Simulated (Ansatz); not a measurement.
W (fcc, Cu type)

```
CELL_PARAMETERS angstrom
      0.00000     1.98588     1.98588
      1.98588     0.00000     1.98588
      1.98588     1.98588     0.00000
ATOMIC_POSITIONS crystal
  W  0.00000 0.00000 0.00000
```

The slice is a {100} plane (indices of the conventional cell) through the point (0.000, 0.000, 0.000) (fractional), spanned by u = [100] and v = [0 1 -1] in vectors of this cell: u (2.81 Å) and v (2.81 Å, at 90° to u). It covers one period; positions are fractions (u, v).

All values below come from LDA (plane waves to 420 eV, PAW, scalar-relativistic; Ansatz, a quantum-chemistry and plane-wave program). k mesh 20×20×20. These are valence fields of a PAW run, semicore shells included where kept as valence: close to a nucleus they are smooth pseudo fields. Spin-orbit coupling is left out, though W is heavy. This is one of several known forms of W; the measured ambient cells at hand have space group No. 229. W is run without spin polarisation. W was relaxed with its symmetry unable to fall.

Three fields on this plane, each scaled to ten steps between its own extremes (0 low, 9 high; the total valence density on a logarithmic scale, the potential cut 8 eV below its top; x marks points blanked near nuclei; v = 0 in the bottom row):

Map A
```
|xxxxxxxx36863xxxxxxx|
|xxxxxxx3368633xxxxxx|
|xxxxxxx1368631xxxxxx|
|xxxxxx103686301xxxxx|
|xxxxxx014787410xxxxx|
|xxxx1002589852001xxx|
|xx31012478987421013x|
|33333457899987543333|
|66666788999998876666|
|88888899999999988888|
|66666788999998876666|
|33333457899987543333|
|xx31012478987421013x|
|xxxx1002589852001xxx|
|xxxxxx014787410xxxxx|
|xxxxxx103686301xxxxx|
|xxxxxxx1368631xxxxxx|
|xxxxxxx3368633xxxxxx|
|xxxxxxxx36863xxxxxxx|
|xxxxxxxx36863xxxxxxx|
```

Map B
```
|xxxxxxxx75557xxxxxxx|
|xxxxxxx9654569xxxxxx|
|xxxxxxx8544458xxxxxx|
|xxxxxx964333469xxxxx|
|xxxxxx643222346xxxxx|
|xxxx9643211123469xxx|
|xx98643211011234689x|
|77654321000001234567|
|55543211000001123455|
|55443210000000123445|
|55543211000001123455|
|77654321000001234567|
|xx98643211011234689x|
|xxxx9643211123469xxx|
|xxxxxx643222346xxxxx|
|xxxxxx964333469xxxxx|
|xxxxxxx8544458xxxxxx|
|xxxxxxx9654569xxxxxx|
|xxxxxxxx75557xxxxxxx|
|xxxxxxxx75557xxxxxxx|
```

Map C
```
|xxxxxxxx01210xxxxxxx|
|xxxxxxx0023200xxxxxx|
|xxxxxxx0034300xxxxxx|
|xxxxxx002454200xxxxx|
|xxxxxx014666410xxxxx|
|xxxx0003677763000xxx|
|xx00013578887531000x|
|00002467899987642000|
|11234678999998764321|
|22345678999998765432|
|11234678999998764321|
|00002467899987642000|
|xx00013578887531000x|
|xxxx0003677763000xxx|
|xxxxxx014666410xxxxx|
|xxxxxx002454200xxxxx|
|xxxxxxx0034300xxxxxx|
|xxxxxxx0023200xxxxxx|
|xxxxxxxx01210xxxxxxx|
|xxxxxxxx01210xxxxxxx|
```

**Question.** Assign the maps to these fields: electron localisation function (ELF); valence electron density; electrostatic potential energy of an electron, from the cell's mean.

**Answer.** A is the electron localisation function (ELF); B is the valence electron density; C is the electrostatic potential energy of an electron, from the cell's mean.
